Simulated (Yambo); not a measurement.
Material: ZnCl₂ (space group P4_2/nmc, No. 137); a = b = 3.679 Å, c = 10.747 Å, α = β = γ = 90.00° (6 atoms in the cell). Cell and atoms were relaxed with PBE+D3(BJ) from Materials Project entry mp-567279, within its symmetry.

With PBEsol (pw.x of Quantum ESPRESSO, ONCV potentials, scalar-relativistic), the gap between the mesh's edge points (Γ → Γ) is 3.672 eV.

What does a G0W0 run in Yambo give for it (4×4×1 Γ-centred k mesh, bands 9 to 221 and a 7 Ry block in the screening, 221 bands in G with the Bruneval-Gonze terminator, plasmon pole fitted at 27.2 eV)?

The correction is 2.538 eV, giving 6.210 eV, 1.7 times the PBEsol value.  Nearest settings tried, and what they do to the gap: 146 bands in W, 146 bands in G: +46 meV; 6 Ry block (245 vectors against 309): -31 meV. Not varied: mesh. So the settings aren't converged at that level. The k mesh is coarse.
